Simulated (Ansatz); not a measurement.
SiC:
```cif
data_C2Si2
_chemical_formula_sum 'Si2 C2'
_space_group_name_H-M_alt 'P 1'
_space_group_IT_number 1
_cell_length_a 3.05642
_cell_length_b 3.05642
_cell_length_c 5.01579
_cell_angle_alpha 90.000
_cell_angle_beta 90.000
_cell_angle_gamma 120.000
loop_
_space_group_symop_operation_xyz
  'x, y, z'
loop_
_atom_site_label
_atom_site_type_symbol
_atom_site_fract_x
_atom_site_fract_y
_atom_site_fract_z
_atom_site_occupancy
Si1 Si 0.66667 0.33333 0.00051 1
Si2 Si 0.33333 0.66667 0.50051 1
C1 C 0.66667 0.33333 0.62469 1
C2 C 0.33333 0.66667 0.12469 1
```

This is the LDA-relaxed structure.

All from DFT-LDA in the program Ansatz with PAW potentials, unless another level is named. Give the Born charges (a third of the trace).

Si +2.76, C -2.76 e.

Give the static dielectric constant ε0 (ions relaxed, cell fixed).

10.2 (xx = yy), 11.3 (zz).

Predict the electronic dielectric constant ε∞ (DFPT).

6.89 (xx = yy), 7.24 (zz).

Predict the largest static χ(2) component.

12 pm/V.

Space group P6_3mc (wurtzite). The cell was relaxed with LDA under the symmetry of its start; phonons on a q-mesh show no instability.

Potentials: the later of the program's two PAW sets.
